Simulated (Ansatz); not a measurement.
**What DFT gives for BaTiO3**

```
Ba Ti O
1.0
     3.98138    3.98138    0.00000
     3.98138   -3.98138    0.00000
     0.00000    0.00000    3.98138
Ba Ti O
2 2 6
Direct
  0.00000 0.00000 0.00000
  0.50000 0.50000 0.00000
  0.00000 0.50000 0.50000
  0.50000 0.00000 0.50000
  0.25000 0.75000 0.50000
  0.75000 0.25000 0.50000
  0.25000 0.25000 0.50000
  0.75000 0.75000 0.50000
  0.00000 0.50000 0.00000
  0.50000 0.00000 0.00000
```

Level: r2SCAN, with U_eff = 2.7 eV on Ti d (all-electron-ortho-atomic projectors), collinear spin; 500 eV; 4×4×6 Γ-centred mesh; fermi-dirac occupations (width 0.0337 eV); Ansatz 0.2.0, fixed geometry.

The state carries no moments; the state need not be the lowest.

- Charges: Bader charges in e: Ba +1.57, Ti +2.41, O -1.32. In the mean Ti gives up most and O takes most.
- Forces: The forces vanish by the symmetry of the sites.
- Electronic structure: The gap is 2.53 eV, indirect or between spins (the least direct gap found is 2.58 eV).
- Stress: The pressure is 2.7 GPa (compression positive), so with the atoms held at these fractions the cell would first expand.

Origin: a database entry at a rescaled volume. Caveats: the input typed no starting moments.
